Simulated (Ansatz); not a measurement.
Os (hcp (Mg type)), relaxed with LDA (Ansatz, a first-principles code, plane waves, PAW): a = b = 2.716 Å, c = 4.290 Å, α = β = 90.00°, γ = 120.00°.

* **B₀ by P(V) fit (GPa)**: 448
* **K_Hill (GPa)**: 449
* **G_Hill (GPa)**: 289
* **highest Γ mode, no LO–TO term (cm⁻¹)**: 225
* **Θ_D (K)**: 488

Q: The same phase is relaxed and computed with PBEsol in the same code. What are the cell and these values now?

A: a = b = 2.7286 Å, c = 4.3096 Å, α = β = 90.00°, γ = 120.00°.

- B₀ by P(V) fit (GPa) = 431
- K_Hill (GPa) = 432
- G_Hill (GPa) = 283
- highest Γ mode, no LO–TO term (cm⁻¹) = 221
- Θ_D (K) = 484

All cells were relaxed under the symmetry of their starts (and spin orders); stability against distortions was not tested throughout. Rows with no word on spin ran without spin polarisation. Scalar-relativistic: spin–orbit coupling is off unless named, which matters more the heavier the elements.

Potentials: the earlier of the program's two PAW sets.

Ansatz is a plane-wave DFT program.
